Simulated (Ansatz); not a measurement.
**Vibrational response of TaN at 50 GPa**

All numbers below come from Ansatz 0.2.0, DFT LDA, scalar-relativistic, plane waves, PAW. Cutoff 420 eV, 18×18×18 k-points (Γ-centred), Fermi-Dirac smearing of 0.15 eV. No spin polarisation. Phonons by linear response, acoustic sum rule imposed.

The cell, relaxed at 50 GPa:
```xyz
2
Lattice="0.0000 2.0993 2.0993 2.0993 0.0000 2.0993 2.0993 2.0993 0.0000" Properties=species:S:1:pos:R:3 pbc="T T T"
Ta    2.0993    2.0993    2.0993
N     0.0000    0.0000    0.0000
```

In a metal, frequencies and elastic constants depend on the k mesh and the smearing, soft modes and shear constants most. Spin–orbit coupling is left out, which can shift energies with elements as heavy as these. Other phases may be more stable at this pressure.

Task: Is this structure stable against zone-centre distortions?

Result: Yes, at Γ: no optical mode is imaginary. Strains and other wave vectors aren't tested by this run.

Task: List the optical modes at Γ (i marks imaginary ones).

Result:
| frequency (cm⁻¹) | degeneracy |
| --- | --- |
| 559 | 3 |

This rock-salt form isn't the usual stable structure of the compound at low pressure.

Cost: 1 run of about 0.55 core-minutes, on Intel Xeon Processor @ 2.70GHz (shared hosts).